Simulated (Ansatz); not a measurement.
FeS₂:
```yaml
crystal:
  lattice:
    - [4.33451, 0.00000, 0.00000]
    - [0.00000, 5.29429, 0.00000]
    - [0.00000, 0.00000, 3.31984]
  atoms:
    - { symbol: Fe, position: [0.50000, 0.50000, 0.50000] }
    - { symbol: Fe, position: [0.00000, 0.00000, 0.00000] }
    - { symbol: S, position: [0.29219, 0.87391, 0.50000] }
    - { symbol: S, position: [0.70781, 0.12609, 0.50000] }
    - { symbol: S, position: [0.79219, 0.62609, 0.00000] }
    - { symbol: S, position: [0.20781, 0.37391, 0.00000] }
```

Relaxed with LDA. Special points in fractions of this cell's reciprocal vectors: Γ (0.000, 0.000, 0.000); X (0.500, 0.000, 0.000); S (0.500, 0.500, 0.000); Y (0.000, 0.500, 0.000); Z (0.000, 0.000, 0.500); U (0.500, 0.000, 0.500); R (0.500, 0.500, 0.500); T (0.000, 0.500, 0.500).

**Question.** List the band energies nearest the valence-band maximum at these points for plane-wave PAW LDA (Ansatz code).

**Answer.** In eV from the valence-band maximum; about four levels below and three above (degenerate sets whole), none deeper than 8.9 eV; points with the same levels are listed once.

| k | below | above |
|---|---|---|
| Γ | -1.14 -0.97 -0.97 -0.59 | 1.04 1.51 2.82 |
| X | -0.83 -0.83 -0.20 -0.20 | 1.86 1.86 1.94 1.94 |
| S | -1.30 -1.30 -1.16 -1.16 | 1.51 1.51 2.13 2.13 |
| Y | -1.00 -1.00 -0.44 -0.44 | 1.09 1.09 2.60 2.60 |
| Z | -1.09 -1.09 -0.57 -0.57 | 1.58 1.58 1.80 1.80 |
| U | -0.94 -0.94 -0.47 -0.47 | 1.56 1.56 1.92 1.92 |
| R | -0.76 -0.76 -0.51 -0.51 | 1.57 1.57 2.23 2.23 |
| T | -1.76 -1.76 -0.53 -0.53 | 0.90 0.90 2.34 2.34 |

Space group Pnnm. The cell was relaxed with LDA under the symmetry of its start; phonons on a q-mesh show no instability. No spin polarisation was allowed.

Potentials: the later of the program's two PAW sets.
